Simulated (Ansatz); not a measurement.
BiTe: moving Bi off its site

BiTe, Fm-3m, a = 6.470 Å (as given, not relaxed at this level: 0.8 GPa). The structure is a COD entry; whether it is the stable form wasn't checked. Ansatz: PBE, PAW, 420 eV, Γ-centred 14×14×14 mesh on 2 atoms, Gaussian smearing 0.15 eV; no spin polarisation.

```
CELL_PARAMETERS angstrom
0.00000 3.23500 3.23500
3.23500 0.00000 3.23500
3.23500 3.23500 0.00000
ATOMIC_POSITIONS crystal
Bi 0.00000 0.00000 0.00000
Te 0.50000 0.50000 0.50000
```

Atom 1 (Bi) moves by x along the unit vector (0.000, 0.000, -1.000), with its periodic images; all else is held. y is the free energy of the cell over the start, F the force along the path summed over the moved atoms. Symmetry makes y even in x.

```tsv
x (Å)	y (meV)	F (eV/Å)
-0.200	?	?
-0.100	12.46	0.25
0.000	0.00	0.00
0.025	0.77	-0.06
0.050	3.08	-0.12
0.075	6.97	-0.19
0.125	19.61	-0.32
0.150	28.48	-0.39
0.175	39.14	-0.46
```

Q: Fit y = c2 x² + c4 x⁴ to the energies of the other rows, give the force constant, and predict energy and force of the missing row.

A: Least squares on the rows shown. y = 1230.8 x² + 1546.0 x⁴. The force constant is 2 c2 = 2.46 eV/Å² (for all images moving together, not for a lone atom). With two atoms in a cubic cell this is the optical mode at Γ (in a metal it hangs on mesh and smearing): ω = 521.5 √(2 c2/μ) = 92 cm⁻¹ for μ = 79.23 u. The force −dy/dx at the missing row is 0.54 eV/Å (computed 0.54). At x = -0.200 the fit asked for gives 51.71 meV. The run gave 51.65 meV, so the fit is 0.06 meV too high, a small miss on the scale of the series.

Spin–orbit coupling is left out, which can shift energies with elements as heavy as these.